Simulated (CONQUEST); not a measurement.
**Checks by hand on TiO₂ (P4_2/mnm, 6 atoms in the cell; from Materials Project mp-2657, lattice scaled a little)**

```xyz
6
Lattice="4.5906 0.0000 0.0000 0.0000 4.5906 0.0000 0.0000 0.0000 2.9533" Properties=species:S:1:pos:R:3 pbc="T T T"
Ti     2.2953     2.2953     0.0000
Ti     0.0000     0.0000     1.4766
O      3.1936     3.1936     1.4766
O      1.3970     1.3970     1.4766
O      3.6923     0.8983     0.0000
O      0.8983     3.6923     0.0000
```

All values come from this method and carry its errors: LDA (PW92), numerical atomic orbitals double-zeta with polarisation (the shipped basis), PseudoDojo norm-conserving potentials made for LDA in CONQUEST.

Main settings: basis = DZP; Diag.MPMeshX, Y, Z = 4 4 6; potentials = PseudoDojo norm-conserving LDA; Grid.GridCutoff = 175 Ha; DM.SolutionMethod = diagon; Diag.kT = 0.000367 Ha; Diag.GammaCentred = true; minE.SCTolerance = 1.0e-06.

The program uses no crystal symmetry, so grid and mesh can part values that symmetry would make equal. The atom-centred basis is finite, which shifts total energies, pressures, gaps and forces against plane waves. The structure comes from a collection of computed structures, made at another level of theory; the collection holds predicted forms beside known ones. Its lattice was then scaled.

A band-structure run on this density gave a gap of 1.67 eV along the path. From the bottom of the conduction band at Γ toward X, the level moves away from the edge by 0.0333 eV at Δk = 0.0978 Å⁻¹ and by 0.1227 eV at Δk = 0.1955 Å⁻¹. From the top of the valence band at Γ toward X, the level moves away from the edge by 0.0156 eV at Δk = 0.0978 Å⁻¹ and by 0.0715 eV at Δk = 0.1955 Å⁻¹.

Estimate the effective masses, and the wavelength of a photon at the gap.

For a parabola ΔE = ħ²Δk²/(2m*), with ħ²/(2mₑ) = 3.810 eV Å², so m*/mₑ = 3.810 Δk²/ΔE. At the bottom of the conduction band: 3.810 × 0.0978²/0.0333 = 1.09 from the nearer point and 1.19 from the farther. At the top of the valence band: 3.810 × 0.0978²/0.0156 = 2.34 from the nearer point and 2.04 from the farther. Where the two differ the band is not parabolic over this range, and the mass at the edge lies beyond the nearer value. These are masses along one direction, for the outermost band, at this level of theory and without spin-orbit coupling. The gap corresponds to λ = 1239.8 nm eV/1.67 eV = 742 nm; semi-local functionals usually give gaps below the measured ones.
